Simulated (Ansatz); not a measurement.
BaO:
```yaml
crystal:
  lattice:
    - [0.00000, 2.74492, 2.74492]
    - [2.74492, 0.00000, 2.74492]
    - [2.74492, 2.74492, 0.00000]
  atoms:
    - { symbol: Ba, position: [0.00000, 0.00000, 0.00000] }
    - { symbol: O, position: [0.50000, 0.50000, 0.50000] }
```

Cartesian axes are those of the cell as given.

Question: Give the high-frequency dielectric tensor and the Born effective charge tensors of the independent atoms from DFPT, PBEsol in the plane-wave PAW code Ansatz.

Answer: 
ε∞:
```
4.28  0.00  0.00
0.00  4.28  0.00
0.00  0.00  4.28
```
Z* of atom 1 (Ba), rows: field, columns: displacement, in e:
```
2.78  0.00  0.00
0.00  2.78  0.00
0.00  0.00  2.78
```
Z* of atom 2 (O), rows: field, columns: displacement, in e:
```
-2.78   0.00   0.00
 0.00  -2.78   0.00
 0.00   0.00  -2.78
```

Space group Fm-3m (rock salt). Symmetry was held in the PBEsol relaxation. Spin–orbit coupling is left out wherever it is not named.

Potentials: the later of the program's two PAW sets.
